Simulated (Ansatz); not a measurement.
Q: CoMo (rock salt, space group No. 225) is relaxed with the program Ansatz at the PBE level (PAW). What lattice parameters of the conventional cell result?

A: a = 4.858 Å.

Space group Fm-3m (rock salt). The start of the workflow was typed in or built on a structure type; neither database checked (COD, Materials Project) lists it. Whether it is the stable phase at ambient conditions was not checked. Symmetry was held in the PBE relaxation; its stability against distortions is not shown here. The workflow began spin-polarised and lost its moments. Its formation energy is positive at this level, so the cell may be metastable or incomplete.

Potentials: the earlier of the program's two PAW sets.
